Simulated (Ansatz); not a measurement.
Here is the system:

Ti2BiN:
```
Ti2BiN
1.0
    3.29902     0.00000     0.00000
   -1.64951     2.85704     0.00000
    0.00000     0.00000    13.05721
Ti Bi N
4 2 2
Direct
  0.33333   0.66667   0.57339
  0.66667   0.33333   0.42661
  0.66667   0.33333   0.07339
  0.33333   0.66667   0.92661
  0.33333   0.66667   0.25000
  0.66667   0.33333   0.75000
  0.00000   0.00000   0.00000
  0.00000   0.00000   0.50000
```

This is the r²SCAN-relaxed structure. x, y and z are the axes in which the lattice vectors are written.

### Question
All from r²SCAN in the plane-wave PAW code Ansatz, unless another level is named. Predict the Debye temperature from the elastic constants.

### Answer
341 K.

### Question
And the elastic constants (relaxed ions, GPa)?

### Answer
C11 = 228, C12 = 145, C13 = 69.2, C33 = 200, C44 = 61.8.

Space group P6_3/mmc. The start of the workflow was typed in or built on a structure type; neither database checked (COD, Materials Project) lists it. Its standing as an ambient phase is unchecked. Symmetry was held in the r²SCAN relaxation; whether a distortion lowers the energy is not shown. The workflow began spin-polarised and lost its moments. As this level gives no gap, shear constants depend on the k-mesh and smearing (Fermi–Dirac, 0.1 eV here). Spin–orbit coupling is left out wherever it is not named.

Potentials: the later of the program's two PAW sets.
